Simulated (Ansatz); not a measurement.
## Where the states of BiAs lie

```cif
data_structure
_symmetry_space_group_name_H-M 'Fm-3m'
_symmetry_Int_Tables_number 225
_cell_length_a 6.0330
_cell_length_b 6.0330
_cell_length_c 6.0330
_cell_angle_alpha 90.000
_cell_angle_beta 90.000
_cell_angle_gamma 90.000
_cell_volume 219.59
loop_
_atom_site_label
_atom_site_type_symbol
_atom_site_symmetry_multiplicity
_atom_site_Wyckoff_symbol
_atom_site_fract_x
_atom_site_fract_y
_atom_site_fract_z
_atom_site_occupancy
As1 As 4 a 0.00000 0.00000 0.00000 1
Bi1 Bi 4 b 0.50000 0.00000 0.00000 1
```

The runs use the primitive cell with vectors (0.000, 3.017, 3.017), (3.017, 0.000, 3.017), (3.017, 3.017, 0.000) Å, to which the k mesh refers.

It takes space group Fm-3m (No. 225, cubic). Conventional cell: a = 6.033 Å, b = 6.033 Å, c = 6.033 Å, α = 90.00°, β = 90.00°, γ = 90.00°. As (site symmetry m-3m) is surrounded by 6 Bi at 3.02 Å. Around Bi (site symmetry m-3m) lie 6 As at 3.02 Å.

The structure comes from a relaxation in the same program, started in the rocksalt type, and has space group Fm-3m. Whether it is a known phase or the ground state wasn't checked.

Spin–orbit coupling is left out, though it moves levels of the heavy atoms by tenths of an eV or more.

These are results of DFT, PBE, all-electron LAPW, scalar-relativistic (Ansatz 0.2.0), not measurements.

Sampling and basis: a Γ-centred 11×11×11 k mesh, Fermi–Dirac smearing of 0.03 eV, basis error target 0.25 meV/atom, no spin polarisation.

States per eV and cell, averaged over 0.6 eV, from -5.8 to 3.6 eV, with energies (bin centres) from the Fermi level; empty bins are left out. 

```
E (eV)  total
  -5.6   0.08
  -5.0   0.48
  -4.4   0.74
  -3.8   1.10
  -3.2   1.50
  -2.6   1.47
  -2.0   1.47
  -1.4   1.38
  -0.8   1.57
  -0.2   0.20
   0.4   0.75
   1.0   1.36
   1.6   1.03
   2.2   1.01
   2.8   1.13
   3.4   1.55
```
